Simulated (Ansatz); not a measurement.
The start is a relaxed Li cell displaced along its unstable phonon at q = (½, ½, 0) of its primitive reciprocal cell (172i cm⁻¹), largest move 0.15 Å. The cell and all atomic positions are relaxed at zero pressure with r2SCAN (plane waves to 500 eV, PAW, scalar-relativistic; Ansatz, a first-principles code). First-step values are on the input's coarse k-mesh.

Ansatz input (later rounds restart from its end on a renewed k-mesh):
Ansatz 0.2 input:
```yaml
crystal:
  lattice:
    - [5.522457806, 0, 0]
    - [2.761228903, 2.761228903, 0]
    - [0, 0, 2.761228903]
  atoms:
    - { symbol: Li, position: [0, 0, 0.0543236382] }
    - { symbol: Li, position: [0.5, 0, -0.0543236382] }
basis: { ecutwfc: 500, ecutrho_ratio: 4, xc_grid: 4, fft_grid_basis: typed }
kpoints: { mp_grid: { grid: [12, 12, 12] } }
hamiltonian:
  xc: r2scan
  dispersion: none
  pseudopotentials: { azcp: { folder: ./paw }, kind: paw }
scf: { occupations: { method: fermi_dirac, width: 0.05 } }
relax: { f_tol: 0.01, max_steps: 100, cell: { stress_tol: 0.02 } }
output: { forces: true, stress: true }
```

**Question.** Which atoms feel the largest initial force, and how large is it?

**Answer.** 0.10 eV/Å, on Li1, Li2 (atoms numbered as listed).

**Question.** How much energy is released per atom?

**Answer.** 0.11 eV/atom.

**Question.** Does it find its way back to the structure it was made from?

**Answer.** It does not go back: it reaches Im-3m (No. 229), bcc (W type), 0.12 eV/atom below the parent.

**Question.** Is the relaxed structure metallic? Give its gap.

**Answer.** No gap (metallic).

**Question.** Write out the relaxed structure.

**Answer.** 
Space group Im-3m (No. 229); a = b = c = 3.4763 Å, α = β = γ = 90.00°

```csv
atom,site,symmetry,x,y,z
Li,2a,m-3m,0.0000,0.0000,0.0000
```
(The calculation used a cell of 1 atom; values per cell refer to that cell.)

Final values are on a 19×19×19 k-mesh of the relaxed cell. No spin polarisation in the result.

The run could not lose the symmetry of its start.

Of the parent cell (Pm-3m (No. 221)): it is a generated cell of Li: the first start was made by placing the elements on the sites of a structure type, and the end was not matched to a known phase here, so it may be hypothetical. Known forms of Li include space group No. 229.
